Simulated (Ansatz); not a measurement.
RbHgF3:
```xyz
5
Lattice="4.5340 0.0000 0.0000 0.0000 4.5340 0.0000 0.0000 0.0000 4.5340" Properties=species:S:1:pos:R:3 pbc="T T T"
Rb     0.0000     0.0000     0.0000
Hg     2.2670     2.2670     2.2670
F      2.2670     0.0000     2.2670
F      0.0000     2.2670     2.2670
F      2.2670     2.2670     0.0000
```

Relaxed with PBEsol. Special points in fractions of this cell's reciprocal vectors: Γ (0.000, 0.000, 0.000); X (0.000, 0.500, 0.000); M (0.500, 0.500, 0.000); R (0.500, 0.500, 0.500).

### Question
List the band energies nearest the valence-band maximum at these points for PBEsol in the plane-wave PAW code Ansatz.

### Answer
In eV from the valence-band maximum; about four levels below and three above (degenerate sets whole), none deeper than 8.9 eV; points with the same levels are listed once.

```tsv
k	below	above
Γ	-2.57 -2.57 -2.57 -2.51 -2.51 -2.51	0.44 6.88 7.16 7.16
X	-2.61 -2.61 -2.12 -2.10 -2.10	3.13 5.85 7.87
M	-2.20 -2.16 -2.16 0.00	4.32 7.61 7.61
R	-2.05 -2.05 -2.05 0.00 0.00	5.63 6.37 6.37 6.37
```

Space group Pm-3m (cubic perovskite). The workflow started from a Materials Project entry (that database holds measured and hypothetical structures alike); the Crystallography Open Database files this formula in space group No. 221, but the cells were not matched. Its standing as an ambient phase is unchecked. Symmetry was held in the PBEsol relaxation; its stability against distortions is not shown here. Spin–orbit coupling is left out wherever it is not named.

Potentials: the later of the program's two PAW sets.
